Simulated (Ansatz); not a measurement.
MoPt:
Space group P-6m2 (No. 187); a = b = 2.7581 Å, c = 4.4688 Å, α = β = 90.00°, γ = 120.00°

| atom | site | symmetry | x | y | z |
|---|---|---|---|---|---|
| Mo | 1e | -6m2 | 0.6667 | 0.3333 | 0.0000 |
| Pt | 1d | -6m2 | 0.3333 | 0.6667 | 0.5000 |

Relaxed at zero pressure with LDA in the plane-wave PAW code Ansatz.

**Question.** The volume is lowered by 3 % and shape and atoms relax at that volume. What pressure results, and how do the axes share the change?

**Answer.** 10.2 GPa; a -1.1 %, b -1.1 %, c -0.9 %; the energy rises by 14 meV/atom.

**Question.** Give the new structure.

**Answer.** 
Space group P-6m2 (No. 187); a = 2.729 Å, b = 2.729 Å, c = 4.429 Å, α = 90.00°, β = 90.00°, γ = 120.00°

| atom | site | symmetry | x | y | z |
|---|---|---|---|---|---|
| Mo | 1e | -6m2 | 0.6667 | 0.3333 | 0.0000 |
| Pt | 1d | -6m2 | 0.3333 | 0.6667 | 0.5000 |

The phase is kept; no other phase was compared at this pressure.

The workflow started from a Materials Project entry (that database holds measured and hypothetical structures alike); the Crystallography Open Database copy checked does not list it. With Mo and Pt taken as one species the cell has the higher symmetry P6_3/mmc, so it may be an ordered model of a mixed-site phase. Whether it is the stable phase at ambient conditions was not checked. The LDA relaxation kept the symmetry of its start; whether a distortion lowers the energy is not shown. The run is not spin-polarised. Axis ratios of metals converge slowly with the k-mesh, so a and c are less sure than the volume. Spin–orbit coupling is left out wherever it is not named.

Potentials: the later of the program's two PAW sets.
